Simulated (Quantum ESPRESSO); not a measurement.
# Where does C sit best among Si sites?

The results below are calculated, not measured. They come from pw.x of Quantum ESPRESSO 7.5, a plane-wave density functional program, with PseudoDojo standard norm-conserving files (v0.5 for PBE, v0.4.1 for LDA and PBEsol). The cells are made up: elements, strain and atom displacements were drawn at random, and nothing was relaxed. There is no spin polarisation, spin-orbit coupling or dispersion term.

The cell has 8 sites of a zincblende or diamond lattice. Sites 1 to 4 hold X X X X; sites 5 to 8 hold Ge Si Si Si. Cell vectors in Å: (5.566, 0.000, 0.000); (0.000, 5.566, 0.000); (0.000, 0.000, 5.566). Settings: PBE, cutoff 1116 eV, 6 x 6 x 6 k mesh shifted by half a step, Fermi-Dirac smearing of 0.1 eV.

In each run one of the sites marked X holds C and the others hold Si; cell and positions stay the same. E is the free energy of the cell.

```
site of the guest  first shell  mean distance (Å)  E above the lowest (eV)  P (GPa)  force on the guest (eV/Å)
                1        GeSi3              2.438                    0.460    -8.83                      0.278
                2        GeSi3              2.409                    0.273    -9.31                      0.436
                3        GeSi3              2.420                    0.363    -9.08                      0.287
                4        GeSi3              2.375                    0.000    -9.94                      0.406
```

A rerun of one of these cells at 1347 eV and k mesh 8 x 8 x 8 moved values by no more than 0.004 eV in the cell's energy, 0.02 GPa in stress and 0.002 eV/Å in force.

## Reading the table

Site 4 is lowest, by 0.273 eV, over three times the rerun's bound. A straight line of energy against the mean distance has a slope of 7.4 ± 0.5 eV/Å, so the guest costs less on the tighter sites. The positions are random and not relaxed, so the differences hold for this frozen cell and are not site preferences of a real crystal.